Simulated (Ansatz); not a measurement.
K (bcc (W type), Im-3m) at seven volumes, LDA in the plane-wave PAW code Ansatz, scaled uniformly. One row is withheld.

```tsv
V (Å³/atom)	P (GPa)
58.457	0.50
60.384	0.31
62.311	0.14
64.238	0.00
66.165	-0.13
68.092	?
70.020	-0.33
```

Task: Fit the shown pressures and predict the withheld one.

Result: P = (3/2)B₀(x^(7/2) − x^(5/2))[1 + (3/4)(B′ − 4)(x − 1)] with x = (V₀/V)^(2/3). Least squares on the six rows gives V₀ = 64.202 Å³/atom, B₀ = 4.5 GPa, B′ = 3.74. At V = 68.092, x = 0.9615 and P = -0.24 GPa. The run itself gave -0.24 GPa.

The LDA relaxation kept the symmetry of its start.

Potentials: the later of the program's two PAW sets.
